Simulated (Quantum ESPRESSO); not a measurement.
**Kohn-Sham bands of Ba(GaH)2 (P-3m1)**

```
CELL_PARAMETERS angstrom
      4.52619     0.00000     0.00000
     -2.26310     3.91980     0.00000
      0.00000     0.00000     4.98033
ATOMIC_POSITIONS crystal
  Ba 0.00000 0.00000 0.00000
  Ga 0.33333 0.66667 0.46883
  Ga 0.66667 0.33333 0.53117
  H  0.33333 0.66667 0.13291
  H  0.66667 0.33333 0.86709
```

Cell from Materials Project (mp-1206799), symmetrised, no further relaxation. COD (Crystallography Open Database) has an entry of this formula and space group (matched by these alone). Level: LDA, no spin polarisation, no spin-orbit coupling; pw.x of Quantum ESPRESSO at 64 Ry with PseudoDojo potentials, 6×6×6 k-points, Wannier90. Density: 12×12×6 mesh, cold smearing 0.01 Ry. Spin-orbit coupling is left out although heavy elements are present.

### Question
List the Kohn-Sham levels between −8 and 3.0 eV relative to the Fermi level at the high-symmetry points, as a band run of pw.x on that density gives them (levels within 2 meV counted together).

### Answer
```json
[
 {"point": "Γ", "k (reciprocal lattice)": "0.000 0.000 0.000", "levels (eV)": "-4.74, -3.28, -0.50 (×2), 0.29"},
 {"point": "M", "k (reciprocal lattice)": "0.500 0.000 0.000", "levels (eV)": "-7.22, -6.90, -3.14, -2.00, -0.85, -0.23, 1.69, 2.69, 2.88"},
 {"point": "K", "k (reciprocal lattice)": "0.333 0.333 0.000", "levels (eV)": "-6.85 (×2), -2.87, -2.52 (×2), 1.04 (×2)"},
 {"point": "A", "k (reciprocal lattice)": "0.000 0.000 0.500", "levels (eV)": "-6.52, -2.24, -0.06, 0.37 (×2), 1.36 (×2), 2.01 (×2), 2.42"},
 {"point": "L", "k (reciprocal lattice)": "0.500 0.000 0.500", "levels (eV)": "-7.74, -5.98, -3.92, -3.15, -1.53, 1.75"},
 {"point": "H", "k (reciprocal lattice)": "0.333 0.333 0.500", "levels (eV)": "-6.98 (×2), -3.39 (×2), -1.78, 2.99"}
]
```
